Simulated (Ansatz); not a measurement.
Starting cell, ZrB2 (AlB2 type, space group P6/mmm):

```yaml
crystal:
  lattice:
    - [3.17143, 0.00000, 0.00000]
    - [-1.58571, 2.74654, 0.00000]
    - [0.00000, 0.00000, 3.54132]
  atoms:
    - { symbol: Zr, position: [0.00000, 0.00000, 0.00000] }
    - { symbol: B, position: [0.33333, 0.66667, 0.50000] }
    - { symbol: B, position: [0.66667, 0.33333, 0.50000] }
```

A phonon eigenvector at Γ is frozen into this cell: atom i moves by Q times the vector below, so Q is the largest atomic displacement, in Å. The cell is held.

| atom | x | y | z |
|---|---|---|---|
| Zr1 | 0.000 | 0.000 | 0.237 |
| B2 | 0.000 | 0.000 | -1.000 |
| B3 | 0.000 | 0.000 | -1.000 |

Computed with PBE (plane waves to 420 eV, PAW, scalar-relativistic; Ansatz, a first-principles code). k mesh 17×17×13 (Γ-centred), Fermi-Dirac smearing 0.05 eV. The energy includes the smearing's −TS. With partly filled bands, energies and forces of such displacements shift with the k mesh and the smearing. ZrB2 is run without spin polarisation. ZrB2 was relaxed with its symmetry unable to fall. ΔE is measured from the undisplaced structure. The last digit holds for this mesh only.

```tsv
Q (Å)	ΔE (meV/cell)
-0.1000	108.7
-0.0833	withheld
-0.0667	48.0
-0.0500	27.0
-0.0333	12.0
-0.0167	3.0
0.0000	0.0
0.0167	3.0
0.0333	12.0
0.0500	27.0
0.0667	48.0
0.0833	withheld
0.1000	108.7
```

Q: Fit an even polynomial form (powers 2, 4) to the given rows and predict ΔE at Q = 0.0833.

A: Least squares on the 11 given rows: ΔE = (10750)·Q² + (11850)·Q⁴, in meV/cell with Q in Å; root-mean-square residual 0.04 meV/cell. At 0.0833 the fit gives 75.2 meV/cell; the calculation gives 75.2 meV/cell, the same to the digits shown. The quadratic term alone would give 74.6 meV/cell.

(For displaced atoms, the force is minus the slope of the energy, and its curvature is a force constant, which sets phonon frequencies.)
